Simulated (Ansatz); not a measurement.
GaN:
```yaml
crystal:
  lattice:
    - [3.18328, 0.00000, 0.00000]
    - [-1.59164, 2.75680, 0.00000]
    - [0.00000, 0.00000, 5.18379]
  atoms:
    - { symbol: Ga, position: [0.66667, 0.33333, 0.49910] }
    - { symbol: Ga, position: [0.33333, 0.66667, 0.99910] }
    - { symbol: N, position: [0.66667, 0.33333, 0.87590] }
    - { symbol: N, position: [0.33333, 0.66667, 0.37590] }
```

Relaxed with r²SCAN. Special points in fractions of this cell's reciprocal vectors: Γ (0.000, 0.000, 0.000); M (0.500, 0.000, 0.000); K (0.333, 0.333, 0.000); A (0.000, 0.000, 0.500); L (0.500, 0.000, 0.500); H (0.333, 0.333, 0.500).

Question: List the band energies nearest the valence-band maximum at these points for r²SCAN (plane waves, PAW; program Ansatz).

Answer: In eV from the valence-band maximum; about four levels below and three above (degenerate sets whole), none deeper than 8.9 eV; points with the same levels are listed once.

```tsv
k	below	above
Γ	-1.07 -1.07 -0.04 0.00 0.00	2.35 4.83 9.97
M	-4.29 -2.83 -2.24 -1.03	5.59 6.14 6.57
K	-5.41 -5.41 -5.41 -3.05 -3.05 -2.80	5.61 8.56 8.56
A	-0.55 -0.55 -0.55 -0.55	4.78 4.78 9.20 9.20
L	-2.01 -2.01 -1.95 -1.95	4.90 4.90 8.44 8.44
H	-4.30 -4.30 -1.52 -1.52	7.03 7.03 7.88 7.88
```

Space group P6_3mc (wurtzite). Symmetry was held in the r²SCAN relaxation. Scalar-relativistic: spin–orbit coupling is off unless named, which matters more the heavier the elements.

Potentials: the earlier of the program's two PAW sets.
